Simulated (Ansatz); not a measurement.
**Question.** Name crystals whose computed values (r²SCAN in the plane-wave PAW code Ansatz) fall in these windows: B₀ by P(V) fit (GPa) 15 to 21; Θ_D (K) 210 to 250; G_Hill (GPa) 7.7 to 10.

**Answer.** 

```csv
crystal,B₀ by P(V) fit (GPa),Θ_D (K),G_Hill (GPa)
"Ca, fcc (Cu type)",17.9,232,9.3
```
Others may fit too.

The cell was relaxed under the symmetry of its start.

Potentials: the later of the program's two PAW sets.
